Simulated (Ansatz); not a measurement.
**Compressing YIr₂**

All numbers below come from Ansatz 0.2.0, DFT r2SCAN, scalar-relativistic, plane waves, PAW. Settings: 500 eV cutoff, 8×8×8 k-mesh, Gaussian smearing of 0.10 eV, no spin polarisation.

The relaxed crystal:

```yaml
crystal:
  lattice:
    - [0.00000, 3.76962, 3.76962]
    - [3.76962, 0.00000, 3.76962]
    - [3.76962, 3.76962, 0.00000]
  atoms:
    - { symbol: Y, position: [0.50000, 0.50000, 0.50000] }
    - { symbol: Y, position: [0.75000, 0.75000, 0.75000] }
    - { symbol: Ir, position: [0.12500, 0.12500, 0.12500] }
    - { symbol: Ir, position: [0.62500, 0.12500, 0.12500] }
    - { symbol: Ir, position: [0.12500, 0.12500, 0.62500] }
    - { symbol: Ir, position: [0.12500, 0.62500, 0.12500] }
```

Cell and atoms are relaxed at each pressure within the symmetry of the start, at zero temperature, so transitions that lower the symmetry aren't seen. The k-mesh given is that at zero pressure and may differ at others. a, b and c are the lengths of the cell vectors above.

Spin–orbit coupling is left out, which can shift energies with elements as heavy as these.

```
P (GPa) V (Å³/atom) V/V0  a (Å) b (Å) c (Å)
     -3        18.12  1.015  5.357  5.357  5.357
      0        17.86  1.000  5.331  5.331  5.331
      3        17.61  0.986  5.307  5.307  5.307
      8        17.24  0.966  5.269  5.269  5.269
     15        16.79  0.940  5.223  5.223  5.223
     30        16.00  0.896  5.139  5.139  5.139
     60        14.83  0.831  5.011  5.011  5.011
```

(1) What bulk modulus and pressure derivative fit these points?

Answers

(1) A third-order Birch–Murnaghan fit gives B0 = 213 GPa and B0' = 4.5.

Cost: 7 runs of about 18 core-minutes in all, on Arm Neoverse N1 (shared hosts).